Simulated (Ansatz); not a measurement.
Al:
```xyz
1
Lattice="0.0000 2.0198 2.0198 2.0198 0.0000 2.0198 2.0198 2.0198 0.0000" Properties=species:S:1:pos:R:3 pbc="T T T"
Al     0.0000     0.0000     0.0000
```

Relaxed with PBE. Special points in fractions of this cell's reciprocal vectors: Γ (0.000, 0.000, 0.000); X (0.500, 0.000, 0.500); U (0.625, 0.250, 0.625); K (0.375, 0.375, 0.750); L (0.500, 0.500, 0.500); W (0.500, 0.250, 0.750).

### Question
List the band energies nearest the Fermi level at these points for PBE in the plane-wave PAW code Ansatz.

### Answer
In eV from the Fermi level; about four levels below and three above (degenerate sets whole), none deeper than 8.9 eV; … stands for higher levels left out; points with the same levels are listed once.

| k | below | above |
|---|---|---|
| Γ | – | … |
| X | -2.92 -1.61 | 5.22 … |
| U | -1.89 -1.37 -0.40 | … |
| L | -4.59 -4.38 | … |
| W | -0.85 -0.85 | 0.16 … |

Space group Fm-3m (fcc (Cu type)). Symmetry was held in the PBE relaxation.

Potentials: the earlier of the program's two PAW sets.
